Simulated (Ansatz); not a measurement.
## Profile along the Hf–Hf line in Hf (hcp, Mg type)

Hf (hcp, Mg type)

```cif
data_Hf2
_chemical_formula_sum 'Hf2'
_space_group_name_H-M_alt 'P63/mmc'
_space_group_IT_number 194
_space_group_name_Hall '-P 6c 2c'
_cell_length_a 3.19791
_cell_length_b 3.19791
_cell_length_c 5.04735
_cell_angle_alpha 90.000
_cell_angle_beta 90.000
_cell_angle_gamma 120.000
loop_
_atom_site_label
_atom_site_type_symbol
_atom_site_symmetry_multiplicity
_atom_site_Wyckoff_symbol
_atom_site_fract_x
_atom_site_fract_y
_atom_site_fract_z
_atom_site_occupancy
Hf1 Hf 2 d 0.66667 0.33333 0.25000 1
```

Fields along a shortest Hf–Hf line of a (-1 1 0 2) plane (3.20 Å), from Hf to Hf, interpolated on the slice's grid (step about 0.3 Å). Computed with r2SCAN (plane waves to 500 eV, PAW, scalar-relativistic; Ansatz, a first-principles code). k mesh 17×17×9. Inside the PAW spheres the values are not all-electron values, and peaks at nuclei hang on which shells count as valence. Hf is run without spin polarisation. Hf was relaxed with its symmetry unable to fall. Spin-orbit coupling is left out, though Hf is heavy.

```csv
distance from Hf (Å),valence electron density (e/Å³),electron localisation function
0.00,35.56,x
0.32,22.86,x
0.64,6.15,0.77
0.96,0.86,0.33
1.28,0.23,0.15
1.60,0.19,0.29
1.92,0.23,0.15
2.24,0.86,0.33
2.56,6.15,0.77
2.88,22.86,x
3.20,35.56,x
```

x: too close to a nucleus for the ELF to mean much.

Density on the Hf–Hf line (3.20 Å) at its midpoint: 0.19 e/Å³. ELF at that point: 0.29.
